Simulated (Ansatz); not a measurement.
## In2Sb (P6_3/mmc), stationary points along a deformation path

Method: DFT PBEsol, scalar-relativistic, plane waves, PAW in Ansatz 0.2.0. Settings: plane waves to 420 eV, k-mesh 12×12×8 (Γ-centred), Gaussian smearing 0.15 eV. No spin polarisation. Energies are free energies at this smearing, counted from the undisturbed cell; pressure is positive in compression.

Zero of the scan (relaxed at this level; it needn't be the usual structure):

```xyz
6
Lattice="5.3333 0.0000 0.0000 -2.6667 4.6188 0.0000 0.0000 0.0000 6.3928" Properties=species:S:1:pos:R:3 pbc="T T T"
In    2.6667    1.5396    1.5982
In    0.0000    3.0792    4.7946
In    0.0000    0.0000    3.1964
In    0.0000    0.0000    0.0000
Sb    2.6667    1.5396    4.7946
Sb    0.0000    3.0792    1.5982
```

At fixed volume and fractional coordinates, lengths along (0.000, 0.000, 1.000) are scaled against those across it; ρ is that ratio over its starting value. V = 26.246 Å³/atom. Δσ is the stress along the axis less the mean stress across it (compression positive).

| ρ | ΔE (meV/atom) | Δσ (GPa) | space group |
| --- | --- | --- | --- |
| 0.850 | 84.5 | 11.32 | P6_3/mmc |
| 0.920 | 17.6 | 4.29 | P6_3/mmc |
| 0.960 | 3.7 | 1.87 | P6_3/mmc |
| 1.000 | 0.0 | -0.36 | P6_3/mmc |
| 1.100 | 26.0 | -4.59 | P6_3/mmc |
| 1.200 | 83.7 | -7.06 | P6_3/mmc |

Problem. How does the stress give the slope of the energy, and where is the energy stationary?

Solution. Along the path d ln(length) is 2/3 d ln ρ on the axis and −1/3 d ln ρ across it, so dE/d ln ρ = −(2/3) V Δσ: the energy falls with ρ where Δσ is positive. Δσ vanishes or changes sign between ρ = 0.960 and 1.000, a minimum (near 0.99 by linear interpolation). Pairs of stationary points between two samples would go unseen, and could change a minimum read from distant neighbours into a maximum.

Problem. Integrate that slope from ρ = 1 to 0.850 by the trapezoid rule.

Solution. With V/N in Å³ and 1 eV/Å³ = 160.2 GPa the slopes at ρ = 1.000, 0.960, 0.920, 0.850 are 40, -205, -469, -1237 meV/atom per unit of ln ρ. The steps add 3.4 + 14.3 + 67.5 = 85.2 meV/atom, against 84.5 from the energies; the trapezoid rule misses the curvature of the slope within each step.

In a metal these slopes depend on the k mesh and the smearing.

Cost: 6 runs of about 5.7 core-minutes in all, on Intel Xeon Platinum 8259CL (Skylake/Cascade Lake) (shared hosts).